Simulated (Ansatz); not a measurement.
Input:

Cu₃Au:
```cif
data_AuCu3
_chemical_formula_sum 'Cu3 Au1'
_space_group_name_H-M_alt 'Pm-3m'
_space_group_IT_number 221
_space_group_name_Hall '-P 4 2 3'
_cell_length_a 3.67136
_cell_length_b 3.67136
_cell_length_c 3.67136
_cell_angle_alpha 90.000
_cell_angle_beta 90.000
_cell_angle_gamma 90.000
loop_
_atom_site_label
_atom_site_type_symbol
_atom_site_symmetry_multiplicity
_atom_site_Wyckoff_symbol
_atom_site_fract_x
_atom_site_fract_y
_atom_site_fract_z
_atom_site_occupancy
Cu1 Cu 3 c 0.00000 0.50000 0.50000 1
Au1 Au 1 a 0.00000 0.00000 0.00000 1
```

This is the LDA-relaxed structure.

Problem. All from the program Ansatz at the LDA level (PAW), unless another level is named. Give the highest zone-centre frequency.

Solution. 28.8 meV.

Problem. Give the Young's modulus.

Solution. 163 GPa.

Symmetry was held in the LDA relaxation. No spin polarisation was allowed. Scalar-relativistic: spin–orbit coupling is off unless named, which matters more the heavier the elements.

Potentials: the earlier of the program's two PAW sets. The files were generated under PBE; for other functionals the program regenerates the frozen cores, and for LDA and PBEsol the local potential too.
